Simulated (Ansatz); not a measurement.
HfO₂:
```xyz
12
Lattice="5.1813 0.0000 0.0000 0.0000 4.9757 0.0000 0.0000 0.0000 4.9960" Properties=species:S:1:pos:R:3 pbc="T T T"
Hf     0.1706     1.3337     1.2149
Hf     5.0108     3.6420     3.7129
Hf     2.4201     1.3337     3.7129
Hf     2.7612     3.6420     1.2149
O      1.9117     0.3637     1.8929
O      3.2697     4.6121     4.3909
O      0.6790     0.3637     4.3909
O      4.5024     4.6121     1.8929
O      3.8108     2.2815     2.4528
O      1.3705     2.6942     4.9508
O      3.9612     2.2815     4.9508
O      1.2202     2.6942     2.4528
```

Relaxed with LDA. Special points in fractions of this cell's reciprocal vectors: Γ (0.000, 0.000, 0.000); X (0.500, 0.000, 0.000); S (0.500, 0.500, 0.000); Y (0.000, 0.500, 0.000); Z (0.000, 0.000, 0.500); U (0.500, 0.000, 0.500); R (0.500, 0.500, 0.500); T (0.000, 0.500, 0.500).

Q: List the band energies nearest the valence-band maximum at these points for LDA (plane waves, PAW; program Ansatz).

A: In eV from the valence-band maximum; about four levels below and three above (degenerate sets whole), none deeper than 8.9 eV; points with the same levels are listed once.

| k | below | above |
|---|---|---|
| Γ | -0.73 -0.16 -0.04 0.00 | 4.86 5.15 5.25 |
| X | -0.68 -0.68 -0.39 -0.39 | 5.15 5.15 5.61 5.61 |
| S | -0.62 -0.62 -0.47 -0.47 | 4.63 4.63 5.11 5.11 |
| Y | -0.82 -0.39 -0.19 -0.10 | 4.45 4.83 4.91 |
| Z | -0.32 -0.32 -0.26 -0.26 | 4.56 4.56 5.28 5.28 |
| U | -0.70 -0.70 -0.70 -0.70 | 5.14 5.14 5.14 5.14 |
| R | -0.84 -0.84 -0.84 -0.84 | 4.61 4.61 4.61 4.61 |
| T | -1.04 -1.04 -0.37 -0.37 | 4.48 4.48 4.86 4.86 |

Space group Pca2_1. The cell was relaxed with LDA under the symmetry of its start; phonons on a q-mesh show no instability. No spin polarisation was allowed. Spin–orbit coupling is left out wherever it is not named.

Potentials: the later of the program's two PAW sets.
